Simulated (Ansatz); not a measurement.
This guess for Nb3As2 is about to be relaxed.

Space group R-3m:H (No. 166). a = 5.157 Å, b = 5.157 Å, c = 15.462 Å, α = 90.00°, β = 90.00°, γ = 120.00°
```json
{"atom": "Nb", "site": "9e", "symmetry": ".2/m", "x": "0.5000", "y": "0.0000", "z": "0.0000"}
{"atom": "As", "site": "6c", "symmetry": "3m", "x": "0.3333", "y": "0.6667", "z": "0.7898"}
```

All numbers below come from Ansatz 0.2.0, DFT PBE, scalar-relativistic, plane waves, PAW. Cutoff 420 eV, Gaussian smearing, Γ-centred meshes. Cell and atoms relax first on a coarse mesh and then on a finer one. In between, the cell is made exact in the group found at 0.06 Å. In metals the finer mesh still leaves noise of several meV/atom or more. The steps can't lower the symmetry of their start. No spin polarisation in the relaxation; trial moments died out in a coarse test.

A guess keeps its type if space group and coordination stay and the shape of the cell changes little (axis ratios within about 15 %, angles within 6°); the volume may change.

Task: Does it keep its structure type, or change into something else?

Result: It doesn't keep its type. The symmetry stays R-3m (No. 166). The volume per atom shrinks by 22.0 %, from 23.7 to 18.5 Å³. The shortest distance goes from 2.58 Å (Nb–Nb) to 2.67 Å (As–As). The ratio c/a of the conventional cell changes by a factor of 0.64. Counting neighbours within 15 % of an atom's shortest distance, the start has As 12, Nb 4 and the end As 10, Nb 10. In detail, at the end Nb has 2 As at 2.72 Å, 4 Nb at 2.75 Å and 4 As at 3.05 Å; As is surrounded by 1 As at 2.67 Å, 3 Nb at 2.72 Å, 6 Nb at 3.05 Å and 3 As at 3.29 Å.

```cif
data_structure
_symmetry_space_group_name_H-M 'P 1'
_symmetry_Int_Tables_number 1
_cell_length_a 4.7539
_cell_length_b 4.7539
_cell_length_c 4.7539
_cell_angle_alpha 70.590
_cell_angle_beta 70.590
_cell_angle_gamma 70.590
_cell_volume 92.55
loop_
_atom_site_label
_atom_site_type_symbol
_atom_site_fract_x
_atom_site_fract_y
_atom_site_fract_z
_atom_site_occupancy
Nb1 Nb 0.50000 0.50000 0.00000 1
Nb2 Nb 0.00000 0.50000 0.50000 1
Nb3 Nb 0.50000 0.00000 0.50000 1
As1 As 0.12549 0.12549 0.12549 1
As2 As 0.87451 0.87451 0.87451 1
```

The last run used a 12×12×12 mesh for its 5-atom cell and Gaussian smearing of 0.10 eV. A structure relaxed within its symmetry needn't be a true minimum.
